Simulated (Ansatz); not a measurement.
ZrO2 (baddeleyite type, space group P2_1/c)

```yaml
crystal:
  lattice:
    - [5.15337, 0.00000, 0.00000]
    - [0.00000, 5.22524, 0.00000]
    - [-0.87079, 0.00000, 5.25992]
  atoms:
    - { symbol: Zr, position: [0.27609, 0.04219, 0.20985] }
    - { symbol: Zr, position: [0.72391, 0.54219, 0.29015] }
    - { symbol: Zr, position: [0.72391, 0.95781, 0.79015] }
    - { symbol: Zr, position: [0.27609, 0.45781, 0.70985] }
    - { symbol: O, position: [0.06873, 0.33267, 0.34486] }
    - { symbol: O, position: [0.93127, 0.83267, 0.15514] }
    - { symbol: O, position: [0.93127, 0.66733, 0.65514] }
    - { symbol: O, position: [0.06873, 0.16733, 0.84486] }
    - { symbol: O, position: [0.44973, 0.75727, 0.47765] }
    - { symbol: O, position: [0.55027, 0.25727, 0.02235] }
    - { symbol: O, position: [0.55027, 0.24273, 0.52235] }
    - { symbol: O, position: [0.44973, 0.74273, 0.97765] }
```

This relaxed cell (volume V₀) is scaled evenly in all directions, its shape held. The atoms relax within the cell's symmetry.

Method: r2SCAN (plane waves to 500 eV, PAW, scalar-relativistic; Ansatz, a first-principles code). k mesh 5×5×5 (Γ-centred), Fermi-Dirac smearing 0.05 eV. The energy includes the smearing's −TS. The PAW data are Ansatz's earlier set. ZrO2 is run without spin polarisation. ZrO2 was relaxed with its symmetry unable to fall. ΔE is measured from the relaxed starting cell.

**Question.** What ΔE (meV/atom) does the calculation give at V/V₀ = 0.872, 0.904, 1.032, 1.064, 1.096?

**Answer.** 
```tsv
V/V₀	ΔE (meV/atom)
0.872	134.5
0.904	72.7
1.032	7.4
1.064	27.8
1.096	57.7
```

(Under strain, the slope of the energy per volume gives the stress and its curvature an elastic modulus.)
